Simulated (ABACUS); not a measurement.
Input and output of a self-consistent single point for a model cell of MgS (C2/c, 4 atoms in the cell; prototype structure) (ABACUS).

Level of theory: PBE, numerical atomic orbitals TZDP (confined pseudo-atomic orbitals; energy shift 0.01 Ry), PseudoDojo 0.5 standard norm-conserving PBE (tails mended) pseudopotentials run with ABACUS 3.10.1.

```
CELL_PARAMETERS angstrom
      3.15804    -2.30785     0.00000
      3.15804     2.30785     0.00000
     -1.14625     0.00000     6.82048
ATOMIC_POSITIONS crystal
  Mg 0.00000 0.50000 0.00000
  Mg 0.50000 0.00000 0.50000
  S  0.58160 0.41840 0.25000
  S  0.41840 0.58160 0.75000
```

Reference input (self-consistent single point, DFT, PBE, numerical atomic orbitals TZDP (confined pseudo-atomic orbitals; energy shift 0.01 Ry), PseudoDojo 0.5 standard norm-conserving PBE (tails mended) pseudopotentials): basis = TZDP numerical atomic orbitals, energy shift 0.01 Ry; KPT = Gamma 6 6 4 0 0 0; basis_type = lcao; ecutwfc = 100 Ry; smearing_method = fd; smearing_sigma = 0.00734986 Ry; potentials = PseudoDojo 0.5 standard norm-conserving PBE (tails mended); symmetry = 1; ks_solver = scalapack_gvx; scf_nmax = 100; scf_thr = 1.0e-06; mixing_type = broyden. This run's input differs from it in these lines:

```diff
@@ -7,3 +7,3 @@
 orbital_dir          ./
-ecutwfc              100.0
+ecutwfc              40.0
 symmetry             1
```

Output, abridged:

```
 SELF-CONSISTENT
 -------------------------------------------

                  longest orb rcut (Bohr) = 7.2
   longest nonlocal projector rcut (Bohr) = 1.58
                     search radius (Bohr) = 17.6

                          real space grid = [ 30, 30, 54 ]
                                 init_chg = atomic

 LCAO ALGORITHM --------------- ION=   1  ELEC=   1--------------------------------

 Density error is 0.102964148876
 E_KohnSham     -281.7142213939      -3832.9186185911
 E_Fermi        0.2518577417         3.4267003720

 LCAO ALGORITHM --------------- ION=   1  ELEC=   2--------------------------------

   [... lines left out ...]

   [... 5 blocks of this kind left out ...]

 LCAO ALGORITHM --------------- ION=   1  ELEC=   8--------------------------------

 Density error is 2.42685273364e-06
 E_KohnSham     -281.8005530702      -3834.0932213063
 E_Fermi        0.3124272235         4.2507904501

 LCAO ALGORITHM --------------- ION=   1  ELEC=   9--------------------------------

 Density error is 2.51905042603e-07
 E_KohnSham     -281.8005530705      -3834.0932213106
 E_KS(sigma->0) -281.8005503116      -3834.0931837729
 E_entropy(-TS) -0.0000055179        -0.0000750754
 E_Fermi        0.3124282683         4.2508046652
 charge density convergence is achieved
 final etot is -3834.0932213 eV
 EFERMI = 4.2508046652 eV

 STATE ENERGY(eV) AND OCCUPATIONS    NSPIN == 1
   [... 23 lines left out ...]

 TOTAL-FORCE (eV/Angstrom)
                       Mg1         0.0000000000         0.0000000000         0.0000000000
                       Mg2         0.0000000000         0.0000000000         0.0000000000
                        S1         0.0000000000        -0.1482831540         0.0000000000
                        S2         0.0000000000         0.1482831540         0.0000000000

 TOTAL-STRESS (KBAR)
       -26.3503275629         0.0000000000        -0.8682763859
         0.0000000000       -35.5149452509        -0.0000000000
        -0.8682763859         0.0000000000       -43.4116189278
 TOTAL-PRESSURE: -35.092297 KBAR

 --------------------------------------------
 !FINAL_ETOT_IS -3834.0932213106061681 eV
 --------------------------------------------
```

The run converged in 9 iterations. Against the reference run the free energy drops by 38.8 meV/atom, the pressure goes from -6.36 to -3.51 GPa, the largest force goes from 0.176 to 0.148 eV/Å and the gap on the mesh goes from 1.392 to 1.452 eV.

The cell was set up from a structure prototype or typed lattice constants and was not relaxed beforehand at this level. The atom-centred basis is finite, which shifts total energies, pressures, gaps and forces against plane waves. This run is one point of a test of settings, so its values need not be converged; read them against the reference run alone.

The atomic orbitals were generated for these runs; they are not ABACUS's published sets and were checked against plane waves on a few crystals only.

“Tails mended”: in these copies of the files the far tail of each local potential was reset to the Coulomb form.
